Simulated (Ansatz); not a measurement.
BaO (rock salt), conventional cell a = b = c = 5.573 Å, α = β = γ = 90.00°. The calculation uses the primitive cell of 2 atoms, to which meshes and values per cell refer.

Equation-of-state scan: isotropic scaling of the cell above, V₀ being its volume. Symmetry pins the atoms to their sites.

The numbers are results of PBE (plane waves to 420 eV, PAW, scalar-relativistic; Ansatz, a first-principles code), not measurements. k mesh 10×10×10 (Γ-centred), Fermi-Dirac smearing 0.05 eV. The energy includes the smearing's −TS. Compression counts positive. BaO was relaxed with its symmetry unable to fall. The zero of ΔE is the relaxed starting cell.

```json
[
 {"V (Å³/cell)": "36.36", "P (GPa)": "18.0", "ΔE (kJ/mol of atoms)": "___"},
 {"V (Å³/cell)": "38.09", "P (GPa)": "11.9", "ΔE (kJ/mol of atoms)": "8.24"},
 {"V (Å³/cell)": "39.82", "P (GPa)": "7.0", "ΔE (kJ/mol of atoms)": "___"},
 {"V (Å³/cell)": "41.55", "P (GPa)": "3.1", "ΔE (kJ/mol of atoms)": "0.78"},
 {"V (Å³/cell)": "43.28", "P (GPa)": "0.0", "ΔE (kJ/mol of atoms)": "0.00"},
 {"V (Å³/cell)": "45.01", "P (GPa)": "-2.5", "ΔE (kJ/mol of atoms)": "0.66"},
 {"V (Å³/cell)": "46.74", "P (GPa)": "-4.5", "ΔE (kJ/mol of atoms)": "2.49"},
 {"V (Å³/cell)": "48.48", "P (GPa)": "-6.0", "ΔE (kJ/mol of atoms)": "5.24"},
 {"V (Å³/cell)": "50.21", "P (GPa)": "-7.3", "ΔE (kJ/mol of atoms)": "___"}
]
```

What belongs in the gaps?


- 36.36, ΔE (kJ/mol of atoms): 15.95
- 39.82, ΔE (kJ/mol of atoms): 3.37
- 50.21, ΔE (kJ/mol of atoms): 8.73

(A scan under strain: stresses follow from slopes of the energy per volume, elastic moduli from its curvatures.)
